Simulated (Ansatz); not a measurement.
TiO2:
```
TiO2
1.0
   -1.88025     1.88025     4.79478
    1.88025    -1.88025     4.79478
    1.88025     1.88025    -4.79478
Ti O
2 4
Direct
  0.00000   0.00000   0.00000
  0.75000   0.25000   0.50000
  0.95615   0.45615   0.50000
  0.20615   0.20615   0.00000
  0.79385   0.79385   0.00000
  0.54385   0.04385   0.50000
```

Relaxed with HSE06. Special points in fractions of this cell's reciprocal vectors: Γ (0.000, 0.000, 0.000); X (0.000, 0.000, 0.500); P (0.250, 0.250, 0.250); N (0.000, 0.500, 0.000); M (0.500, 0.500, -0.500); S (0.288, 0.712, -0.288); S0 (-0.288, 0.288, 0.288); R (-0.077, 0.077, 0.500); G (0.500, 0.500, -0.077).

Question: List the band energies nearest the valence-band maximum at these points for the program Ansatz at the HSE06 level (PAW).

Answer: In eV from the valence-band maximum; about four levels below and three above (degenerate sets whole), none deeper than 8.9 eV; points with the same levels are listed once.

```
k                    below                above
-  -----------------------  -------------------
Γ  -0.80 -0.80 -0.46 -0.46  3.72 4.55 5.90 5.90
X  -2.17 -2.17 -0.06 -0.06  5.05 5.05 5.55 5.55
P  -1.70 -1.70 -0.26 -0.26  5.29 5.29 5.32 5.32
N  -2.09 -0.99 -0.89 -0.71       5.00 5.29 5.37
M  -1.36 -1.36 -0.07 -0.07  4.12 4.12 5.66 5.66
S  -1.30 -1.00 -0.93 -0.86       4.95 5.30 5.31
R  -2.00 -2.00 -0.10 -0.10  5.02 5.02 5.49 5.49
```

Space group I4_1/amd (anatase). The cell was relaxed with HSE06 under the symmetry of its start. No spin polarisation was allowed. The hybrid was solved on a coarse mesh, the path and, where they were found, the r²SCAN edge points; its band edges are the extreme levels among these.

Potentials: the earlier of the program's two PAW sets. The files were generated under PBE; for other functionals the program regenerates the frozen cores, and for LDA and PBEsol the local potential too.
